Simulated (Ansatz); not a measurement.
Calculation for fcc Ni (110), 3 layers: DFT, PBE, PAW with Ansatz's default frozen-core files, scalar-relativistic (Ansatz 0.2.0). This run: no images along the normal.

The slab is cut from a bulk crystal relaxed on PAW files (its atoms may have been relaxed since).

Command: `ansatz run input.yaml --threads 2 --pin off --max-ram 6144MiB --backend cpu --events-out ev --progress --plain --runs-dir out` It took 36 s on 2 threads of Arm Neoverse V2, with other jobs on the host, peak memory 0.85 GiB.

```yaml
crystal:
  lattice:
    - [2.4880368655, 0.0, 0.0]
    - [0.0, 3.5186154789, 0.0]
    - [0.0, 0.0, 18.488]
  atoms:
    - { symbol: Ni, position: [0.0, 0.0, 0.4376885799], spin: 1.0 }
    - { symbol: Ni, position: [0.5, 0.5, 0.5000000073], spin: 1.0 }
    - { symbol: Ni, position: [0.0, 0.0, 0.5623114128], spin: 1.0 }
  periodic: [true, true, false]
magnetization:
  spin_polarized: true
kpoints:
  mp_grid: { grid: [15, 10, 1] }
scf:
  occupations: { method: fermi_dirac, width: 0.05 }
hamiltonian:
  xc: pbe
  pseudopotentials: { kind: paw }
output:
  forces: true
  stress: true
  eigenvalues: true
```

Output:

```
Warning: crystal.periodic: the lattice vector that does not repeat stood 0.000° off the slab's normal, 18.488 Å along it as the deck builds it. The run solves the slab on a vector along the normal, 28.408 Å long, with every atom where it was (on the deck's vector they left 16.18 Å outside them, and the widest stretch free of ions among them is 1.15 Å). A fractional position that the run reports is one of the run's cell, which starts as this one, and not of the deck's: it goes into a deck with that cell's vectors. The slab on that cell runs as it stands in a deck that lists each atom with its symbol and moment, types crystal.periodic and leaves out crystal.checkpoint, crystal.saddle_side, crystal.structure_sha256, crystal.space_group, crystal.setting, crystal.reduce_to_primitive, crystal.supercell, crystal.defects and each atom's wyckoff. Where those keys changed the vectors of the plane, lay the indices of each lattice_plane and lattice_line anew on these rows. Along the normal they count this vector already. An outside_sphere can name other atoms there (type this run's as sites). In the order of the run's atom list the slab is: crystal.lattice: [[2.4880368655, 0.0, 0.0], [0.0, 3.5186154789, 0.0], [0.0, 0.0, 28.4080538693104]]; position: [0.0, 0.0, 0.28484832162097107]; position: [0.5, 0.5, 0.32540068311222187]; position: [0.0, 0.0, 0.36595303035092286];
crystal.periodic: the lattice vector that does not repeat stood 0.000° off the slab's normal, 18.488 Å along it as the deck builds it. The run solves the slab on a vector along the normal, 28.408 Å long, with every atom where it was (on the deck's vector they left 16.18 Å outside them, and the widest stretch free of ions among them is 1.15 Å). A fractional position that the run reports is one of the run's cell, which starts as this one, and not of the deck's: it goes into a deck with that cell's vectors. The slab on that cell runs as it stands in a deck that lists each atom with its symbol and moment, types crystal.periodic and leaves out crystal.checkpoint, crystal.saddle_side, crystal.structure_sha256, crystal.space_group, crystal.setting, crystal.reduce_to_primitive, crystal.supercell, crystal.defects and each atom's wyckoff. Where those keys changed the vectors of the plane, lay the indices of each lattice_plane and lattice_line anew on these rows. Along the normal they count this vector already. An outside_sphere can name other atoms there (type this run's as sites). In the order of the run's atom list the slab is: crystal.lattice: [[2.4880368655, 0.0, 0.0], [0.0, 3.5186154789, 0.0], [0.0, 0.0, 28.4080538693104]]; position: [0.0, 0.0, 0.28484832162097107]; position: [0.5, 0.5, 0.32540068311222187]; position: [0.0, 0.0, 0.36595303035092286];
Engine: ansatz 0.2.0
Pseudopotentials: kind: paw
Pseudopotential: Ni, paw, valence charge 18, recommended cutoff 420 eV (normal), Ni.paw.azcp
Functional definition: PBE
  parameter kappa = 0.804
  parameter beta = 0.06672455060314922
  exchange = pbe_x(kappa = kappa, mu = beta*pi^2/3)
  correlation = pbe_c(beta = beta)
Crystal: 3 atoms, lattice volume = 248.697 Å³
Basis set: ecut = 420 eV, 4849 PW (Γ), exchange–correlation on 36×48×384 points (8 copies of the dense FFT grid, shifted against one another)
Bands: 35, of which v1, the nominal top of the filled ones, is band 27 counted from 1 (26 counted from 0)
Symmetry: 8 space group operations
Space group: Pmmm (ITA 47), of the structure as read, at distance tolerance 6.3e-5 Å
Magnetic group: BNS 47.249 (UNI 347), of the structure as read, at distance tolerance 6.3e-5 Å
k-points: 48 of 150
Non-local potential: Ni, projectors of the file, l = 0: 3, l = 1: 2, l = 2: 3, l = 3: 1
PAW form: soft (Blöchl's): semilocal exchange-correlation on the pseudo side does not see the compensation charge
PAW one-centre angular grid: Ni, 590 points (default); XC on 64 Gauss nodes
Initial density: superposition of atomic densities (neutral atoms: chi_scale 0, normalization atom)
Starting moments: Σ|m| = 3 μB on 3 of 3 sites
Initial wavefunctions: pseudopotential atomic-orbital guess
Functional: x = pbe(κ = 0.804, μ = 0.2195149727645171), c = pbe(β = 0.06672455060314922)
SCF iter   1: F=—  HF=-17513.781535 eV  |F-HF|=—  |Δ(HF+E_count)|=         —  Δρ=1.46e-2 (↑1.18e-2 ↓1.46e-2)  dr2=3.44e0  dr2_m=1.69e-1  M=2.766 μB ∫|m|=2.891 μB  β_m=0.30  ethr=3.10e-3  ⟨swp⟩=18.1  Hψ=27323  notcnv=0  defer=11
Mixer restart at iter 1: flushing history
preconditioner: auto → LDOS  [metal: Δε(μ)=0.003 eV  Ē_g=7.109 eV  σ=0.050 eV  W_gap=0.01  n_scr=40 (ndim 8)  ℏωp=12.9 eV  f_vac=0.785  D(μ)=7.16/eV (n_scr^D=46)]
spin=Collinear: LDOS preconditioning applied to the charge; magnetization (m = ρ↑ − ρ↓) channel mixes plain (no charge-response kernel on spin).
SCF iter   2: F=—  HF=-17514.300707 eV  |F-HF|=—  |Δ(HF+E_count)|=   5.19e-1  Δρ=1.06e-2 (↑8.93e-3 ↓1.06e-2)  dr2=1.02e0  dr2_m=6.63e-2  M=2.671 μB ∫|m|=2.832 μB  β_m=0.41  ethr=3.10e-3  ⟨swp⟩=3.3  Hψ=6434  notcnv=0  defer=138
SCF iter   3: F=—  HF=-17515.939330 eV  |F-HF|=—  |Δ(HF+E_count)|=    1.64e0  Δρ=3.60e-3 (↑1.95e-3 ↓3.60e-3)  dr2=6.24e-2  dr2_m=8.41e-3  M=2.616 μB ∫|m|=2.822 μB  β_m=0.44  ethr=1.89e-3  ⟨swp⟩=4.8  Hψ=7299  notcnv=0  defer=139
SCF iter   4: F=—  HF=-17516.418328 eV  |F-HF|=—  |Δ(HF+E_count)|=   4.79e-1  Δρ=5.50e-3 (↑1.54e-3 ↓5.50e-3)  dr2=6.23e-2  dr2_m=1.95e-2  M=2.461 μB ∫|m|=2.699 μB  β_m=0.72  ethr=1.15e-4  ⟨swp⟩=3.7  Hψ=7912  notcnv=0  defer=139
SCF iter   5: F=—  HF=-17516.708557 eV  |F-HF|=—  |Δ(HF+E_count)|=   2.90e-1  Δρ=4.48e-3 (↑9.16e-4 ↓4.48e-3)  dr2=4.09e-2  dr2_m=1.02e-2  M=2.340 μB ∫|m|=2.597 μB  β_m=0.86  ethr=1.15e-4  ⟨swp⟩=3.7  Hψ=6471  notcnv=0  defer=141
SCF iter   6: F=—  HF=-17516.716998 eV  |F-HF|=—  |Δ(HF+E_count)|=   8.44e-3  Δρ=1.83e-3 (↑2.60e-4 ↓1.83e-3)  dr2=5.82e-3  dr2_m=1.73e-3  M=2.325 μB ∫|m|=2.579 μB  β_m=0.78  ethr=7.57e-5  ⟨swp⟩=3.4  Hψ=6114  notcnv=0  defer=143
SCF iter   7: F=—  HF=-17516.716201 eV  |F-HF|=—  |Δ(HF+E_count)|=   7.97e-4  Δρ=3.92e-4 (↑3.92e-4 ↓1.29e-4)  dr2=1.92e-4  dr2_m=8.98e-5  M=2.332 μB ∫|m|=2.584 μB  β_m=0.89  ethr=1.08e-5  ⟨swp⟩=3.2  Hψ=7517  notcnv=0  defer=146
SCF iter   8: F=—  HF=-17516.716261 eV  |F-HF|=—  |Δ(HF+E_count)|=   5.98e-5  Δρ=7.15e-5 (↑6.90e-5 ↓7.15e-5)  dr2=1.70e-5  dr2_m=5.79e-6  M=2.330 μB ∫|m|=2.580 μB  β_m=0.83  ethr=3.55e-7  ⟨swp⟩=3.2  Hψ=7489  notcnv=0  defer=146
SCF iter   9: F=—  HF=-17516.716262 eV  |F-HF|=—  |Δ(HF+E_count)|=   6.88e-7  Δρ=1.84e-5 (↑1.84e-5 ↓1.55e-5)  dr2=8.01e-7  dr2_m=2.95e-7  M=2.330 μB ∫|m|=2.580 μB  β_m=0.92  ethr=3.15e-8  ⟨swp⟩=2.3  Hψ=5675  notcnv=0  defer=146
SCF iter  10: F=—  HF=-17516.716262 eV  |F-HF|=—  |Δ(HF+E_count)|=   2.19e-7  Δρ=1.86e-5 (↑6.49e-6 ↓1.86e-5)  dr2=7.48e-7  dr2_m=1.59e-7  M=2.330 μB ∫|m|=2.580 μB  β_m=0.96  ethr=1.48e-9  ⟨swp⟩=3.0  Hψ=7180  notcnv=0  defer=146
SCF iter  11: F=—  HF=-17516.716262 eV  |F-HF|=—  |Δ(HF+E_count)|=   1.70e-7  Δρ=8.52e-6 (↑2.59e-6 ↓8.52e-6)  dr2=1.38e-7  dr2_m=3.85e-8  M=2.330 μB ∫|m|=2.580 μB  β_m=0.98  ethr=1.39e-9  ⟨swp⟩=2.3  Hψ=4558  notcnv=0  defer=146
SCF iter  12: F=—  HF=-17516.716262 eV  |F-HF|=—  |Δ(HF+E_count)|=   3.46e-7  Δρ=1.71e-6 (↑6.75e-7 ↓1.71e-6)  dr2=4.41e-9  dr2_m=2.53e-9  M=2.330 μB ∫|m|=2.580 μB  β_m=0.90  ethr=2.55e-10  ⟨swp⟩=2.7  Hψ=5900  notcnv=0  defer=146
iter 13 met the thresholds in force, and the SCF goes on: an eigenvalue changes by 3.10 meV, over its tolerance of 0.50 meV (output.eigenvalues, Limitations)
SCF iter  13: F=-17516.716262 eV  HF=-17516.716262 eV  |F-HF|=2.08e-9  |Δ(HF+E_count)|=   4.66e-8  Δρ=2.62e-7 (↑1.71e-7 ↓2.62e-7)  dr2=5.82e-10  dr2_m=6.88e-11  M=2.330 μB ∫|m|=2.580 μB  β_m=0.74  ethr=8.17e-12  ⟨swp⟩=14.7  Hψ=19495  notcnv=0
[... lines left out ...]
Magnetization: 2.3302 μB (28.1651 up, 25.8349 down)
Absolute magnetization: 2.5821 μB (∫|ρ↑−ρ↓|, with the PAW one-centre terms)
Spin contamination: 0.0293 ħ² per cell (⟨S²⟩ above its minimum at these occupations)
Per-site moments (μB) at R_I (Å): [(0.8325697051497578, 0.9504111105452699), (0.6971938148957331, 1.007875239247452), (0.8325697051497577, 0.9504111105452699)]
Free energy (F): -17516.716262 eV
Harris-Foulkes:  -17516.716262 eV  (|F-HF|=4.87e-10)
Internal energy: -17516.669092 eV  (E = F + TS)
E sigma→0 (E₀):  -17516.692677 eV
Entropy (-TS):   -0.047170 eV (-15.723 meV/atom)
Fermi energy:    -4.431708 eV
--- Per-component energies (eV) ---
  E_band       = -2060.079379
  E_kinetic    = 843.845537
  E_local      = -190625.405931  (includes V_loc(G=0)·N_el)
  E_nonlocal   = 1917.075611
  E_hartree    = 93858.380536
  E_xc         = -249.731772
  E_vxc        = -321.576487  (∫ρ·V_xc dr)
  E_paw        = -4897.480217  (= ΣΔE_a)
  E_vpaw       = -1590.783495  (= ΣTr[D̂ρ^β])
  E_aug_tail   = 0.001633  (compensation charges beyond the density's cutoff)
  E_ewald      = 81636.645512
  E_smearing   = -0.047170  (= −TS)
  E_closure    = 0.000000  (closes the sum)
  Σ components = -17516.716262   (vs F -17516.716262, Δ=0.00e0)
--- Forces (eV/Å), atoms counted from 1 ---
  atom   1  Ni     0.00000000     0.00000000    -0.00358201
  atom   2  Ni     0.00000000     0.00000000     0.00000000
  atom   3  Ni     0.00000000     0.00000000     0.00358201
  max |Σ_I F_I| component: 4.34e-19 eV/Å
--- 2D stress c σ (N/m, compression-positive) ---
       -3.386566      -0.000000      -0.000000
       -0.000000      -2.618169      -0.000000
        0.000000       0.000000       0.000000
  P = ½ c Tr σ = -3.0024 N/m
--- Band table (eV; the first three rows and the last of 96) ---
  k-point 0 ↑: bands = ["-108.0515", "-107.8921", "-107.8797", "-68.5496", "-68.4543", "-68.3933", "-68.2913", "-68.2436", "-68.2388", "-68.2324", "-68.2112", "-68.1979", "-11.9102", "-8.5561", "-8.3760", "-7.9985", "-6.9762", "-6.9459", "-6.9189", "-6.6802", "-6.5751", "-5.8856", "-5.8761", "-5.8299", "-5.5987", "-5.5886", "-5.4882", "-5.1445", "-4.9642", "-3.0695", "-0.5051 (-0.5088°)", "0.0398 (-0.0388°)", "0.1530", "0.6109", "1.0670"]
  k-point 1 ↑: bands = ["-108.0512", "-107.8923", "-107.8797", "-68.5505", "-68.4537", "-68.3905", "-68.2929", "-68.2442", "-68.2414", "-68.2388", "-68.2007", "-68.2002", "-11.7897", "-8.5491", "-8.3947", "-7.9643", "-7.0806", "-6.9318", "-6.7731", "-6.6826", "-6.5144", "-5.9432", "-5.8689", "-5.8650", "-5.6315", "-5.4915", "-5.4547", "-5.1366", "-4.9866", "-2.9944", "-0.6576 (-0.6575°)", "-0.4000 (-0.4035°)", "0.1572 (0.0805°)", "0.7199", "1.1835"]
  k-point 2 ↑: bands = ["-108.0506", "-107.8930", "-107.8797", "-68.5526", "-68.4521", "-68.3827", "-68.2976", "-68.2527", "-68.2458", "-68.2387", "-68.2065", "-68.1851", "-11.4367", "-8.5571", "-8.4375", "-7.8636", "-7.2394", "-6.8648", "-6.6874", "-6.4832", "-6.3903", "-6.1086", "-5.8372", "-5.8189", "-5.7200", "-5.3793", "-5.3509", "-5.1070", "-5.0450", "-2.7721", "-2.1877", "-0.1239 (-0.1259°)", "0.5063 (0.4363°)", "0.9493", "1.5284"]
  k-point 47 ↓: bands = ["-107.1653", "-106.8684", "-106.8532", "-67.6912", "-67.6511", "-67.4768", "-67.3741", "-67.3638", "-67.3449", "-67.2474", "-67.2458", "-67.2132", "-8.1089", "-7.5563", "-7.4182", "-6.6953", "-6.5648", "-6.3777", "-6.2373", "-5.6648", "-5.4673", "-5.4354", "-4.8529", "-4.7346", "-4.2859", "-4.1818", "-3.9835", "-2.8324", "-2.2391", "1.4377", "2.2186", "2.8929", "3.2316", "3.6159", "4.5836"]
  ° read free of the cell's end (the report's vacuum.weakly_bound_levels)
```

The magnetic state is the one reached from the start moments; other orders weren't searched.
